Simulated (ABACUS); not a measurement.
A self-consistent single point of MnAl12 (Im-3, 26 atoms in the cell; from Materials Project mp-1104165, lattice scaled a little).

```
MnAl12
1.0
    7.58261     0.00000     0.00000
    0.00000     7.58261     0.00000
    0.00000     0.00000     7.58261
Mn Al
2 24
Cartesian
  0.00000   0.00000   0.00000
  3.79130   3.79130   3.79130
  2.38716   3.79130   6.10309
  1.40415   0.00000   5.27082
  1.40415   0.00000   2.31179
  2.38716   3.79130   1.47952
  6.10309   2.38716   3.79130
  5.27082   1.40415   0.00000
  2.31179   1.40415   0.00000
  1.47952   2.38716   3.79130
  3.79130   6.10309   2.38716
  0.00000   5.27082   1.40415
  0.00000   2.31179   1.40415
  3.79130   1.47952   2.38716
  6.17846   0.00000   2.31179
  5.19545   3.79130   1.47952
  5.19545   3.79130   6.10309
  6.17846   0.00000   5.27082
  2.31179   6.17846   0.00000
  1.47952   5.19545   3.79130
  6.10309   5.19545   3.79130
  5.27082   6.17846   0.00000
  0.00000   2.31179   6.17846
  3.79130   1.47952   5.19545
  3.79130   6.10309   5.19545
  0.00000   5.27082   6.17846
```

Level of theory: LDA (PW92), numerical atomic orbitals TZDP (confined pseudo-atomic orbitals with Gaussian additions; energy shift 0.01 Ry), PseudoDojo 0.4 standard norm-conserving LDA (tails mended) pseudopotentials (ABACUS).

ABACUS settings:

basis: TZDP numerical atomic orbitals, energy shift 0.01 Ry
KPT: MP 3 3 3 0 0 0
basis_type: lcao
dft_functional: PWLDA
ecutwfc: 100 Ry
smearing_method: gaussian
smearing_sigma: 0.00999582 Ry
potentials: PseudoDojo 0.4 standard norm-conserving LDA (tails mended)
symmetry: 1
symmetry_prec: 1e-05
ks_solver: genelpa
scf_nmax: 100
scf_thr: 1.0e-06
mixing_type: broyden

Results:

Number of valence electrons: 102
Number of bands: 62
Number of k-points after the program's reduction: 4
Size of the basis: 606
Number of SCF iterations: 16
Free energy E − TS: -7465.5566 eV
Fermi level (on the code's own zero): 7.67 eV
Pressure: -7.63 GPa
Largest force (vector length): 0.133 eV/Å

Stress (GPa, positive for compression):
```
-7.63   0.00   0.00
 0.00  -7.63   0.00
 0.00   0.00  -7.63
```

The atom-centred basis is finite, which shifts total energies, pressures and forces against plane waves. The run has no spin polarisation, so moments on Mn cannot form. The structure comes from a collection of computed structures, made at another level of theory; the collection holds predicted forms beside known ones. Its lattice was then scaled. No clean gap shows at this smearing width and mesh (spacing up to 0.28 Å⁻¹); the mesh is coarse for partly filled bands, so the values carry mesh errors.

Cost on one core: around 8 core-minutes (rough).

The atomic orbitals were generated for these runs; they are not ABACUS's published sets and were checked against plane waves on a few crystals only.

“Tails mended”: in these copies of the files the far tail of each local potential was reset to the Coulomb form.
